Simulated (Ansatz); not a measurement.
TaRu, DFT, LDA, PAW with Ansatz's default frozen-core files, scalar-relativistic (Ansatz 0.2.0), run on 1 thread of Arm Neoverse V2 on a shared host.

The cell comes from COD entry 1523017, which wasn't checked; take it as a given geometry. The listed cell was then made from it by scaling, straining or moving an atom.

Command: `ansatz run input.yaml --threads 1 --pin off --max-ram 3072MiB --backend cpu --events-out ev --progress --plain --runs-dir out`

```yaml
crystal:
  lattice:
    - [3.0631429316, 0.0, 0.0]
    - [0.0, 3.0631429316, 0.0]
    - [0.0, 0.0, 3.4002592189]
  atoms:
    - { symbol: Ta, position: [0.5, 0.5, 0.5] }
    - { symbol: Ru, position: [0.0, 0.0, 0.0] }
kpoints:
  mp_grid: { grid: [11, 11, 10] }
scf:
  occupations: { method: fermi_dirac, width: 0.05 }
hamiltonian:
  xc: lda
  pseudopotentials: { kind: paw }
output:
  forces: true
  stress: true
  eigenvalues: true
  efg: { contact_densities: true }
```

Problem. How large is the problem that the program sets up?

Solution. 126 irreducible k-points, 643 plane waves at Γ, 19 bands.

Problem. About how long does it take, and how much memory does it use?

Solution. 5.1 s of wall time for 6 SCF iterations, with a peak of 0.4 GiB. Times on shared machines scatter by tens of per cent.

Problem. And the same cell and mesh by all-electron PAW (datasets made for this crystal), asked for forces, stress, eigenvalues, efg, on the same hardware?

Solution. 34 s, peak memory 1 GiB.
